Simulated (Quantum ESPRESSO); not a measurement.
Space group Pm-3m (No. 221); a = 5.7087 Å, b = 5.7087 Å, c = 5.7087 Å, α = 90.00°, β = 90.00°, γ = 90.00°

| atom | site | symmetry | x | y | z |
|---|---|---|---|---|---|
| Ca | 1b | m-3m | 0.5000 | 0.5000 | 0.5000 |
| Br | 3c | 4/mm.m | 0.0000 | 0.5000 | 0.5000 |
| Cs | 1a | m-3m | 0.0000 | 0.0000 | 0.0000 |

The geometry is that of Materials Project entry mp-30056, symmetrised and not relaxed again.

Question: What does PBEsol (pw.x of Quantum ESPRESSO, ONCV potentials, scalar-relativistic) give for the electronic structure near the Fermi level?

Answer: The PBEsol gap is indirect, 4.30 eV, from R to Γ; the smallest direct gap is 4.55 eV. Another valence extremum on the path lies within 0.02 eV, too close to call. Spin-orbit splittings are left out. The cell is held in this high symmetry; tilts and polar distortions were not searched.

The structure is a Materials Project entry; no match was found in the copy of COD used, and its stability was not checked.
